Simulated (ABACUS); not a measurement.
Consider a self-consistent single point of a model cell of Os (C2/m, 2 atoms in the cell; prototype structure).

```
Os
1.0
    0.00000     2.72062     2.72062
    2.74810     0.00000     2.74810
    2.74810     2.74810     0.00000
Os
2
Direct
  0.75000   0.75000   0.75000
  0.50000   0.50000   0.50000
```

Level of theory: PBE, numerical atomic orbitals DZP (confined pseudo-atomic orbitals with Gaussian additions; energy shift 0.003 Ry), PseudoDojo 0.5 standard norm-conserving PBE (tails mended) pseudopotentials in ABACUS.

ABACUS settings:

- basis = DZP numerical atomic orbitals, energy shift 0.003 Ry
- KPT = Gamma 10 10 10 0 0 0
- basis_type = lcao
- ecutwfc = 100 Ry
- smearing_method = mp
- smearing_sigma = 0.0199916 Ry
- potentials = PseudoDojo 0.5 standard norm-conserving PBE (tails mended)
- symmetry = 1
- ks_solver = scalapack_gvx
- scf_nmax = 100
- scf_thr = 1.0e-07
- mixing_type = broyden
- mixing_beta = 0.4

### Question
Estimate, at this level of theory: pressure and largest force (vector length).

### Answer
The run gave:

* **Pressure**: 10.56 GPa
* **Largest force (vector length)**: 0.300 eV/Å

For comparison: a first run was changed to give this one (lattice vector a scaled by 0.99), and from it to this one the free energy rises by 13.0 meV/atom, the pressure goes from 8.06 to 10.56 GPa and the largest force goes from under 0.1 to 0.30 eV/Å.

The cell was set up from a structure prototype or typed lattice constants and was not relaxed beforehand at this level. The atom-centred basis is finite, which shifts total energies, pressures and forces against plane waves.

Cost on one core: around 28 core-seconds (rough).

The atomic orbitals were generated for these runs; they are not ABACUS's published sets and were checked against plane waves on a few crystals only.

“Tails mended”: in these copies of the files the far tail of each local potential was reset to the Coulomb form.
